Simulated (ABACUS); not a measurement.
A self-consistent single point of Si2W (I4/mmm, 3 atoms in the cell; from Materials Project mp-1620, lattice scaled a little).

```
Si2W
1.0
   -1.63887     1.63887     3.97749
    1.63887    -1.63887     3.97749
    1.63887     1.63887    -3.97749
Si W
2 1
Direct
  0.33499   0.33499   0.00000
  0.66501   0.66501   0.00000
  0.00000   0.00000   0.00000
```

Level of theory: ABACUS with PW91, numerical atomic orbitals DZP (confined pseudo-atomic orbitals; energy shift 0.01 Ry), PseudoDojo 0.5 standard norm-conserving PBE (tails mended) pseudopotentials.

ABACUS settings:

| key | value |
|---|---|
| basis | DZP numerical atomic orbitals, energy shift 0.01 Ry |
| KPT | Gamma 10 10 10 0 0 0 |
| basis_type | lcao |
| dft_functional | GGA_X_PW91+GGA_C_PW91 |
| ecutwfc | 100 Ry |
| smearing_method | fd |
| smearing_sigma | 0.00734986 Ry |
| potentials | PseudoDojo 0.5 standard norm-conserving PBE (tails mended) |
| symmetry | 1 |
| symmetry_prec | 1e-05 |
| ks_solver | genelpa |
| scf_nmax | 100 |
| scf_thr | 1.0e-07 |
| mixing_type | broyden |
| mixing_beta | 0.7 |

Results:

```
Quantity                                                  Value
------------------------------------------------  -------------
Number of valence electrons                                  22
Number of bands                                              21
Number of k-points after the program's reduction            102
Size of the basis                                            45
Number of SCF iterations                                      9
Free energy E − TS                                -2296.1108 eV
Fermi level (on the code's own zero)                   15.71 eV
Pressure                                              -4.92 GPa
```

Stress (GPa, positive for compression):
```
-5.30   0.00   0.00
 0.00  -5.30   0.00
 0.00   0.00  -4.15
```

For comparison: a first run (DFT, PBE, numerical atomic orbitals DZP (confined pseudo-atomic orbitals; energy shift 0.01 Ry), PseudoDojo 0.5 standard norm-conserving PBE (tails mended) pseudopotentials) was changed to give this one (dft_functional: PBE → GGA_X_PW91+GGA_C_PW91), and from it to this one the pressure goes from -6.13 to -4.92 GPa.

The atom-centred basis is finite, which shifts total energies and pressures against plane waves. The potentials were made for another functional than the one used. The structure comes from a collection of computed structures, made at another level of theory; the collection holds predicted forms beside known ones. Its lattice was then scaled. No clean gap shows at this smearing width and mesh (spacing up to 0.27 Å⁻¹); the mesh is coarse for partly filled bands, so the values carry mesh errors.

Cost on one core: roughly 30 core-seconds.

The atomic orbitals were generated for these runs; they are not ABACUS's published sets and were checked against plane waves on a few crystals only.

“Tails mended”: in these copies of the files the far tail of each local potential was reset to the Coulomb form.
